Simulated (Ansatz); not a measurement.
C in space group Cmmm (No. 65; C on 8p, C on 8q), plane-wave PAW r²SCAN (Ansatz code). The conduction-band minimum lies on the T–Y line, 39 % of the way from T, with 2 equivalent valleys. Second derivatives d²E/dk² of the lowest band at one valley (eV·Å²), along Cartesian directions:

| direction | d²E/dk² |
|---|---|
| [100] | 26.64 |
| [010] | 7.681 |
| [001] | 15.27 |
| [110] | 17.16 |
| [101] | 20.96 |
| [011] | 11.48 |

Find the principal effective masses, the density-of-states mass and the conductivity mass.

Off-diagonal terms follow from H_xy = H[110] − (H_xx + H_yy)/2, and m*/mₑ = 7.620 eV·Å² over each eigenvalue: 0.29, 0.50, 0.99. One valley's DOS mass (m₁m₂m₃)^(1/3) = 0.52, conductivity mass 3/(Σ 1/mᵢ) = 0.46 mₑ.

What effective density of states Nc follows at 300 K for parabolic valleys?

Nc = 2.509e19 × 2 × (0.52)^(3/2) ≈ 1.9e19 cm⁻³.

The start of the workflow was typed in or built on a structure type; the Crystallography Open Database copy checked does not list it. It is not the phase usual at ambient conditions (space group No. 194, 227). The r²SCAN relaxation kept the symmetry of its start; whether a distortion lowers the energy is not shown.

Potentials: the earlier of the program's two PAW sets.

Edges and masses are those of Kohn–Sham bands, whose gap is no quasiparticle gap.
